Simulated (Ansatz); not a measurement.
Here is the system:

NbSi2:
```xyz
9
Lattice="4.7961 0.0000 0.0000 -2.3981 4.1536 0.0000 0.0000 0.0000 6.5779" Properties=species:S:1:pos:R:3 pbc="T T T"
Nb     1.1990     2.0768     4.3853
Nb    -1.1990     2.0768     2.1926
Nb     2.3981     0.0000     0.0000
Si     1.2594     3.4961     2.1926
Si     2.3981     2.8387     0.0000
Si    -1.2594     3.4961     4.3853
Si     1.1387     0.6574     2.1926
Si     0.0000     1.3149     0.0000
Si     3.6574     0.6574     4.3853
```

This is the r²SCAN-relaxed structure.

Q: All from r²SCAN in the plane-wave PAW code Ansatz, unless another level is named. Predict the electronic character.

A: metallic (no gap).

Q: Next, the formation energy from the elements (no fitted shifts)?

A: -536 meV/atom.

Q: Next, the density of states at the Fermi level?

A: 0.35 states/eV per atom (mean over ±0.08 eV).

Space group P6_422. The workflow started from a Materials Project entry (that database holds measured and hypothetical structures alike); the Crystallography Open Database files this formula in space group No. 181, but the cells were not matched. Its standing as an ambient phase is unchecked. The r²SCAN relaxation kept the symmetry of its start; whether a distortion lowers the energy is not shown. The run is not spin-polarised. The references are the lowest solids computed at this level, not always the standard phases. Scalar-relativistic: spin–orbit coupling is off unless named, which matters more the heavier the elements.

Potentials: the later of the program's two PAW sets.
